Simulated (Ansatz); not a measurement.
**Si2Sb2Se: from a guess to a relaxed structure**

Method: DFT PBE, scalar-relativistic, plane waves, PAW (Ansatz). Cutoff 420 eV, Gaussian smearing, Γ-centred meshes. Cell and atoms relax first on a coarse mesh and then on a finer one. In between, the cell is made exact in the group found at 0.06 Å. In metals the finer mesh still leaves noise of several meV/atom or more. The steps can't lower the symmetry of their start. No spin polarisation.

The guess for Si2Sb2Se was made by a generator: random cell by space group and Wyckoff sites (P6/mmm, No. 191). Its size is a rough estimate.

```cif
data_structure
_symmetry_space_group_name_H-M 'P 1'
_symmetry_Int_Tables_number 1
_cell_length_a 4.0273
_cell_length_b 4.0273
_cell_length_c 9.5304
_cell_angle_alpha 90.000
_cell_angle_beta 90.000
_cell_angle_gamma 120.000
_cell_volume 133.86
loop_
_atom_site_label
_atom_site_type_symbol
_atom_site_fract_x
_atom_site_fract_y
_atom_site_fract_z
_atom_site_occupancy
Si1 Si 0.33333 0.66667 0.00000 1
Si2 Si 0.66667 0.33333 0.00000 1
Sb1 Sb 0.00000 0.00000 0.85707 1
Sb2 Sb 0.00000 0.00000 0.14293 1
Se1 Se 0.00000 0.00000 0.50000 1
```

The zero of energy is the elements' standard structures at the same level; no fitted shifts are applied.

Question: Describe the relaxed structure.

Answer: The symmetry stays P6/mmm (No. 191). The volume per atom grows by 8.2 %, from 26.8 to 29.0 Å³. The shortest distance goes from 2.33 Å (Si–Si) to 2.56 Å (Si–Si). The ratio c/a of the conventional cell changes by a factor of 0.81. The energy falls by about 0.69 eV/atom (the start's value is from the coarse mesh). Conventional cell: a = 4.437 Å, c = 8.495 Å. Si has 3 Si at 2.56 Å and 6 Sb at 3.04 Å; around Sb lie 1 Se at 2.61 Å, 6 Si at 3.04 Å and 1 Sb at 3.27 Å; Se is surrounded by 2 Sb at 2.61 Å.

```xyz
5
Lattice="4.4372 0.0000 0.0000 -2.2186 3.8427 0.0000 0.0000 0.0000 8.4955" Properties=species:S:1:pos:R:3 pbc="T T T"
Si    0.0000    2.5618    0.0000
Si    2.2186    1.2809    0.0000
Sb    0.0000    0.0000    6.8622
Sb    0.0000    0.0000    1.6333
Se    0.0000    0.0000    4.2477
```

Question: Give its energy and gap.

Answer: The formation energy is +0.47 eV/atom and the gap on the 12×12×6 mesh of the 5-atom cell is 0 eV (a metal).

The separate elements lie lower, so it is unstable against them.

The last run used Gaussian smearing of 0.10 eV. Spin–orbit coupling, which can matter for Sb, is left out. The reference form of Se is held partly by dispersion forces, which this level lacks. Symmetry constrained the relaxation, so the result can be a saddle point. Another cell of Si2Sb2Se relaxed alike, in P-3m1, lies 255 meV/atom lower, so this cell isn't the stable form at this level.
